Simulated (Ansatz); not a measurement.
# Ir5Ru: rattling a relaxed structure

It was reached by relaxing an invented guess, and it needn't be the stable form of this composition.

These are results of DFT PBE, scalar-relativistic, plane waves, PAW (Ansatz 0.2.0), not measurements. Cutoff 420 eV; k points 18×18×4 on the computed 6-atom cell (Γ-centred); Gaussian smearing, width 0.10 eV; no spin polarisation.

The cell below (6 atoms, space group P-3m1 (No. 164)) is relaxed within its symmetry.

```yaml
crystal:
  lattice:
    - [2.72745, 0.00000, 0.00000]
    - [-1.36372, 2.36204, 0.00000]
    - [0.00000, 0.00000, 13.38920]
  atoms:
    - { symbol: Ru, position: [0.00000, 0.00000, 0.50000] }
    - { symbol: Ir, position: [0.33333, 0.66667, 0.83311] }
    - { symbol: Ir, position: [0.66667, 0.33333, 0.66383] }
    - { symbol: Ir, position: [0.33333, 0.66667, 0.33617] }
    - { symbol: Ir, position: [0.66667, 0.33333, 0.16689] }
    - { symbol: Ir, position: [0.00000, 0.00000, 0.00000] }
```

For the test a repeat of it with 12 atoms (edges 2.73, 4.72, 13.39 Å) was strained at random (σ = 1.5 % a component), the atoms were moved at random (σ = 0.10 Å), and all was relaxed again on a coarse 8×6×2 mesh (in the run’s order of axes) with 0.20 eV smearing, with no symmetry imposed.

Spin–orbit coupling, which can matter for Ir, is left out.

Q: Is the structure stable against such a distortion?

A: It returns, within 1 meV/atom of the unmoved cell on that mesh and with the same symmetry when read at 0.1 Å (C2/m at 0.01 Å, so small strains and shifts remain). No instability shows in this cell; modes of other wave vectors, which need another repeat, aren't tested.
